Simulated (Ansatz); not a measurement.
# What internal relaxation does to the elastic constants of AgS

Level of theory: DFT PBE, scalar-relativistic, plane waves, PAW (Ansatz). Cutoff 420 eV, 12×12×12 k-points (Γ-centred), Fermi-Dirac smearing of 0.15 eV. No spin polarisation.

Equilibrium structure at this level:
```yaml
crystal:
  lattice:
    - [0.00000, 2.85252, 2.85252]
    - [2.85252, 0.00000, 2.85252]
    - [2.85252, 2.85252, 0.00000]
  atoms:
    - { symbol: Ag, position: [0.00000, 0.00000, 0.00000] }
    - { symbol: S, position: [0.25000, 0.25000, 0.25000] }
```

The cell was built by swapping an element in a database structure (itself possibly hypothetical) and relaxing; it need not be the stable form of this composition. In a metal, frequencies and elastic constants depend on the k mesh and the smearing, soft modes and shear constants most. Spin polarisation was left out, and a magnetic state may lie lower. A semilocal functional can close a gap that the real compound has.

Clamped-ion constants (GPa, Voigt order; atoms follow the strain homogeneously):
```
62.0 56.0 56.0  0.0  0.0  0.0
56.0 62.0 56.0  0.0  0.0  0.0
56.0 56.0 62.0  0.0  0.0  0.0
 0.0  0.0  0.0 35.5  0.0  0.0
 0.0  0.0  0.0  0.0 35.5  0.0
 0.0  0.0  0.0  0.0  0.0 35.5
```

What are the constants once the atoms relax in each strained cell?

## Answers

C11 = 62.0, C12 = 56.0, C13 = 56.0, C22 = 62.0, C23 = 56.0, C33 = 62.0, C44 = 11.9, C55 = 11.9, C66 = 11.9 GPa; the others vanish.
The Voigt shear modulus goes from 22.5 to 8.4 GPa and the Voigt bulk modulus doesn't change. Relaxation subtracts ΛᵀK⁻¹Λ/V, with Λ the forces that a strain puts on the atoms and K the zone-centre force constants. At a stable cell this can only lower the diagonal constants, and it acts only for strains that share their symmetry with an optical mode; elsewhere, and where the coupling is weak, the constants hardly move.